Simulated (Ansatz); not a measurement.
The end of the path is a generated cell of AlOs: the first start was made by placing the elements on the sites of a structure type, and the end was not matched to a known phase here, so it may be hypothetical.

A geometry of AlOs away from equilibrium: the start of the relaxation of a generated cell, AlOs placed in the AFLOW prototype AB_hP12_194_df_ce (B18, as in CuS). All values below come from PBE (plane waves to 420 eV, PAW, scalar-relativistic; Ansatz, a first-principles code). Γ-centred k-mesh 9×9×2 on the run's cell (coarser than for final values), Fermi–Dirac smearing 0.05 eV.

```xyz
12
Lattice="3.5389 0.0000 0.0000 -1.7694 3.0648 0.0000 0.0000 0.0000 14.5810" Properties=species:S:1:pos:R:3:forces:R:3 pbc="T T T" free_energy=-71492.847 pressure_GPa=107.3
Os     0.0000     2.0432    10.9357    0.0000    0.0000    0.0000
Os     1.7694     1.0216     3.6452    0.0000    0.0000    0.0000
Os     0.0000     2.0432     1.5637    0.0000    0.0000   -4.3928
Os     1.7694     1.0216     8.8542    0.0000    0.0000   -4.3928
Os     1.7694     1.0216    13.0173    0.0000    0.0000    4.3928
Os     0.0000     2.0432     5.7268    0.0000    0.0000    4.3928
Al     0.0000     2.0432     3.6452    0.0000    0.0000    0.0000
Al     1.7694     1.0216    10.9357    0.0000    0.0000    0.0000
Al     0.0000     0.0000     0.9288    0.0000    0.0000    8.9161
Al     0.0000     0.0000     8.2193    0.0000    0.0000    8.9161
Al     0.0000     0.0000    13.6522    0.0000    0.0000   -8.9161
Al     0.0000     0.0000     6.3617    0.0000    0.0000   -8.9161
```

Positions in Å, forces in eV/Å, free energy of the cell in eV (comparable only within this code, potentials and settings). Largest force: 8.92 eV/Å, on Al9, Al10, Al11, Al12 (atoms numbered as listed); the geometry lies 3.37 eV/atom above the end of its relaxation.

No spin polarisation in the result.

The run could not lose the symmetry of its start, so the end can be a saddle point.
